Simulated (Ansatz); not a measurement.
Relaxed-ion elastic tensor of Al (diamond, Fd-3m) in GPa (Voigt order), PBE (plane waves, PAW; program Ansatz); density 1.62 g/cm³, 27.69 Å³ per atom.

|  | 1 | 2 | 3 | 4 | 5 | 6 |
|---|---|---|---|---|---|---|
| 1 | 20.6 | 45.5 | 45.5 | 0.0 | 0.0 | 0.0 |
| 2 | 45.5 | 20.6 | 45.5 | 0.0 | 0.0 | 0.0 |
| 3 | 45.5 | 45.5 | 20.6 | 0.0 | 0.0 | 0.0 |
| 4 | 0.0 | 0.0 | 0.0 | -29.8 | 0.0 | 0.0 |
| 5 | 0.0 | 0.0 | 0.0 | 0.0 | -29.8 | 0.0 |
| 6 | 0.0 | 0.0 | 0.0 | 0.0 | 0.0 | -29.8 |

Is the crystal mechanically stable?

No: the smallest eigenvalue of C is -29.8 GPa.

The cell is a constructed one: a structure type filled with these elements; neither database checked (COD, Materials Project) lists it. It is not the phase usual at ambient conditions (space group No. 225). Symmetry was held in the PBE relaxation. At this level the phase is mechanically unstable. As this level gives no gap, shear constants depend on the k-mesh and smearing (Fermi–Dirac, 0.1 eV here).

Potentials: the later of the program's two PAW sets.
